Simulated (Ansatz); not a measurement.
MgS (rock salt), relaxed with r²SCAN (Ansatz, a program for electronic structure, plane waves, PAW): a = b = c = 5.2052 Å, α = β = γ = 90.00°.

| Property | Result |
|---|---|
| gap (eV) | 3.47 |
| ΔH_f (eV/atom) | -1.67 |

The same phase is relaxed and computed with PBE in the same code. What are the cell and these values now?

a = 5.2297 Å, b = 5.2297 Å, c = 5.2297 Å, α = 90.00°, β = 90.00°, γ = 90.00°.

- gap (eV) = 2.76
- ΔH_f (eV/atom) = -1.44

All cells were relaxed under the symmetry of their starts (and spin orders); stability against distortions was not tested throughout.

Potentials: the earlier of the program's two PAW sets.

Ansatz is a plane-wave DFT program.

Formation energies count from the lowest solids of the elements computed at the same level, not from gases.
